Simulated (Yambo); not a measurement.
AlP (wurtzite, space group P6_3mc, No. 186), G0W0@LDA in Yambo (6×6×2 mesh, plasmon pole; 10 Ry block, no terminator). The number N of bands in W and G is varied.

```
N    x = 1/N  gap Γ → M (eV)  shift of the valence edge (eV)
---  -------  --------------  ------------------------------
58   0.01724           2.673                          -0.364
93   0.01075           2.702                          -0.570
136  0.00735           2.744                          -0.702
179  0.00559               ?                               ?
```

Question: Basis-set arguments suggest E = E∞ + A x. Fix A and E∞ from the two rows above the withheld one, predict the row at 179 bands, and test the form.

Answer: Gap: A = (2.744 − (2.702))/(0.00735 − 0.01075) = -12.4, E∞ = 2.835 eV, so 2.766 eV is predicted; the run gave 2.770 eV (miss 4 meV). The first two rows have slope -4.47, so the form doesn't hold yet over the whole range. Shift: A = (-0.702 − (-0.570))/(0.00735 − 0.01075) = 38.8, E∞ = -0.987 eV, so -0.770 eV is predicted; the run gave -0.774 eV (miss 4 meV). The first two rows have slope 31.7, so the form doesn't hold yet over the whole range. The other settings are held fixed.

Geometry relaxed with LDA; primitive cell a = b = 3.831 Å, c = 6.287 Å, α = β = 90.00°, γ = 120.00°.

This is not the ordinary phase of the substance; no match was found in the copy of COD used, and its stability was not checked.

A shift is the quasiparticle energy of the state minus its LDA energy.
